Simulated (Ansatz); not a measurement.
Relaxed NiSi2 (fluorite type, space group Fm-3m):

```
NiSi2
1.0
    0.00000     2.72203     2.72203
    2.72203     0.00000     2.72203
    2.72203     2.72203     0.00000
Ni Si
1 2
Cartesian
  0.00000   0.00000   0.00000
  1.36101   1.36101   1.36101
  4.08304   4.08304   4.08304
```

Method: PBE (plane waves to 420 eV, PAW, scalar-relativistic; Ansatz, a first-principles code). k mesh 12×12×12 (Γ-centred), Fermi-Dirac smearing 0.05 eV. With partly filled bands, energies and forces of such displacements shift with the k mesh and the smearing. NiSi2 is run without spin polarisation. NiSi2 was relaxed with its symmetry unable to fall. The PAW data are Ansatz's earlier set.

One atom of the cell was then moved (with its periodic images), all else fixed, and the forces (eV/Å) came out as:

| atom | Fx | Fy | Fz |
|---|---|---|---|
| Ni1 | -0.523 | 0.523 | -0.523 |
| Si2 | -0.214 | 0.214 | -0.214 |
| Si3 | 0.737 | -0.737 | 0.737 |

**Question.** Which atom was moved, and by which vector (Å)?

**Answer.** Si3, by (-0.08, 0.08, -0.08), 0.14 Å in all.

(For displaced atoms, the force is minus the slope of the energy, and its curvature is a force constant, which sets phonon frequencies.)
